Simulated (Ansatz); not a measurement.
Ru:
```yaml
crystal:
  lattice:
    - [2.67486, 0.00000, 0.00000]
    - [-1.33743, 2.31649, 0.00000]
    - [0.00000, 0.00000, 4.22587]
  atoms:
    - { symbol: Ru, position: [0.33333, 0.66667, 0.75000] }
    - { symbol: Ru, position: [0.66667, 0.33333, 0.25000] }
```

Relaxed with LDA. Special points in fractions of this cell's reciprocal vectors: Γ (0.000, 0.000, 0.000); M (0.500, 0.000, 0.000); K (0.333, 0.333, 0.000); A (0.000, 0.000, 0.500); L (0.500, 0.000, 0.500); H (0.333, 0.333, 0.500).

Q: List the band energies nearest the Fermi level at these points for LDA (plane waves, PAW; program Ansatz).

A: In eV from the Fermi level; about four levels below and three above (degenerate sets whole), none deeper than 8.9 eV; … stands for higher levels left out; points with the same levels are listed once.

```tsv
k	below	above
Γ	-2.06 -2.06 -1.51 -1.51	1.24 1.24 …
M	-3.23 -2.19 -1.90 -1.62	1.49 1.94 2.04
K	-3.99 -3.01 -3.01 -1.16	1.06 1.06 1.54
A	-2.97 -2.97 -2.97 -2.97 -2.86 -2.86	…
L	-4.81 -4.81 -1.15 -1.15	0.45 0.45 1.77 1.77
H	-2.87 -2.87 -1.29 -1.29	1.28 1.28 …
```

Space group P6_3/mmc (hcp (Mg type)). Symmetry was held in the LDA relaxation. The run is not spin-polarised. Spin–orbit coupling is left out wherever it is not named.

Potentials: the earlier of the program's two PAW sets. The files were generated under PBE; for other functionals the program regenerates the frozen cores, and for LDA and PBEsol the local potential too.
